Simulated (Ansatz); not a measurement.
Given:

BaN2:
```cif
data_Ba2N4
_chemical_formula_sum 'Ba2 N4'
_space_group_name_H-M_alt 'P 1'
_space_group_IT_number 1
_cell_length_a 4.09174
_cell_length_b 4.09174
_cell_length_c 7.09598
_cell_angle_alpha 77.434
_cell_angle_beta 102.566
_cell_angle_gamma 116.516
loop_
_space_group_symop_operation_xyz
  'x, y, z'
loop_
_atom_site_label
_atom_site_type_symbol
_atom_site_fract_x
_atom_site_fract_y
_atom_site_fract_z
_atom_site_occupancy
Ba1 Ba 0.79966 0.79966 0.75000 1
Ba2 Ba 0.20034 0.20034 0.25000 1
N1 N 0.15386 0.55804 0.54512 1
N2 N 0.84614 0.44196 0.45488 1
N3 N 0.55804 0.15386 0.95488 1
N4 N 0.44196 0.84614 0.04512 1
```

This is the LDA-relaxed structure.

### Question
All from LDA (plane waves, PAW; program Ansatz), unless another level is named. Give the highest zone-centre frequency.

### Answer
1641 cm⁻¹.

### Question
Next, the bulk modulus (Birch–Murnaghan fit)?

### Answer
65.7 GPa.

Space group C2/c. The first step of the workflow began from a Materials Project structure, measured or hypothetical; the Crystallography Open Database copy checked does not list it. Whether it is the stable phase at ambient conditions was not checked. The cell was relaxed with LDA under the symmetry of its start; its stability against distortions is not shown here. As this level gives no gap, phonon frequencies hold no LO–TO term and depend on the k-mesh and smearing (Fermi–Dirac, 0.1 eV here). Scalar-relativistic: spin–orbit coupling is off unless named, which matters more the heavier the elements.

Potentials: the later of the program's two PAW sets.
